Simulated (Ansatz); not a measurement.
Values for one crystal, relaxed and computed with plane-wave PAW r²SCAN (Ansatz code); other levels are named.

* **Volume per atom**: 22.93 Å³
* **Band gap**: 1.20 eV (direct)
* **Hole effective mass with spin–orbit coupling**: 1.4, 5.4, 8.6 mₑ (principal values)
* **Electron effective mass with spin–orbit coupling**: 0.44, 0.44, 1.2 mₑ (principal values)
* **Conduction-band minimum**: at F (3 equivalent valleys)
* **Electron effective mass**: 0.44, 0.44, 1.2 mₑ (principal values)
* **Hole effective mass**: 1.4, 5.4, 15 mₑ (principal values)

### Question
Which compound is it?
(A) AlN, NiAs type
(B) ZnF2, rutile
(C) Ba2NF, R-3m (Ba on 6c, N on 3b, F on 3a)
(D) AlN, Pm-3n (Al on 6c, N on 6d)

### Answer
C, Ba2NF, R-3m (Ba on 6c, N on 3b, F on 3a)

The workflow started from a Materials Project entry (that database holds measured and hypothetical structures alike); the Crystallography Open Database copy checked does not list it. Its standing as an ambient phase is unchecked. Symmetry was held in the r²SCAN relaxation; its stability against distortions is not shown here. Scalar-relativistic: spin–orbit coupling is off unless named, which matters more the heavier the elements.

Potentials: the later of the program's two PAW sets.
